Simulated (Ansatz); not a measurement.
TiClO:
```cif
data_Cl2O2Ti2
_chemical_formula_sum 'O2 Cl2 Ti2'
_space_group_name_H-M_alt 'Pmmn :1'
_space_group_IT_number 59
_space_group_name_Hall 'P 2 2ab -1ab'
_cell_length_a 3.18402
_cell_length_b 3.93911
_cell_length_c 7.25761
_cell_angle_alpha 90.000
_cell_angle_beta 90.000
_cell_angle_gamma 90.000
loop_
_space_group_symop_operation_xyz
  'x, y, z'
  '-x, -y, z'
  'x+1/2, -y+1/2, -z'
  '-x+1/2, y+1/2, -z'
  '-x+1/2, -y+1/2, -z'
  'x+1/2, y+1/2, -z'
  '-x, y, z'
  'x, -y, z'
loop_
_atom_site_label
_atom_site_type_symbol
_atom_site_symmetry_multiplicity
_atom_site_Wyckoff_symbol
_atom_site_fract_x
_atom_site_fract_y
_atom_site_fract_z
_atom_site_occupancy
O1 O 2 a 0.00000 0.00000 0.91678 1
Cl1 Cl 2 a 0.00000 0.00000 0.33484 1
Ti1 Ti 2 b 0.50000 0.00000 0.09186 1
```

Relaxed at zero pressure with DFT-LDA in the program Ansatz with PAW potentials.

**Question.** The volume is lowered by 3 % and shape and atoms relax at that volume. What pressure results, and how do the axes share the change?

**Answer.** 1.1 GPa; a -0.3 %, b -0.2 %, c -2.5 %; the energy rises by 1 meV/atom.

**Question.** Give the new structure.

**Answer.** 
Space group Pmmn, origin choice 1 (No. 59); a = 3.174 Å, b = 3.932 Å, c = 7.074 Å, α = 90.00°, β = 90.00°, γ = 90.00°

```json
[
 {"atom": "O", "site": "2a", "symmetry": "mm2", "x": "0.0000", "y": "0.0000", "z": "0.9139"},
 {"atom": "Cl", "site": "2a", "symmetry": "mm2", "x": "0.0000", "y": "0.0000", "z": "0.3426"},
 {"atom": "Ti", "site": "2b", "symmetry": "mm2", "x": "0.5000", "y": "0.0000", "z": "0.0939"}
]
```

The phase is kept; no other phase was compared at this pressure.

The workflow started from an entry of the Crystallography Open Database (COD). Its standing as an ambient phase is unchecked. The LDA relaxation kept the symmetry of its start; of distortions, only those at the zone centre were tested. No spin polarisation was allowed. A crystal of weakly bound layers computed without a dispersion correction: the cell and the soft elastic constants depend strongly on that.

Potentials: the later of the program's two PAW sets.
